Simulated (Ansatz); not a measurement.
System: Sn (diamond type), 2 atoms in the cell.

Method: PBE, plane waves, PAW datasets (earlier set, tuned by hand) in Ansatz 0.2.0 development build.

Cutoff 640 eV; k-mesh 6×6×6 Γ-centred; Fermi–Dirac smearing of 0.02 eV; no spin polarisation; no spin–orbit coupling.

```xyz
2
Lattice="0.0000 3.3250 3.3250 3.3250 0.0000 3.3250 3.3250 3.3250 0.0000" Properties=species:S:1:pos:R:3 pbc="T T T"
Sn    0.0000    0.0000    0.0000
Sn    1.6625    1.6625    1.6625
```

What pressure does the calculation give?

The pressure is 0.12 GPa, so at these settings the cell is compressed and would expand.

The k-mesh is modest, so these values aren't fully converged in k.
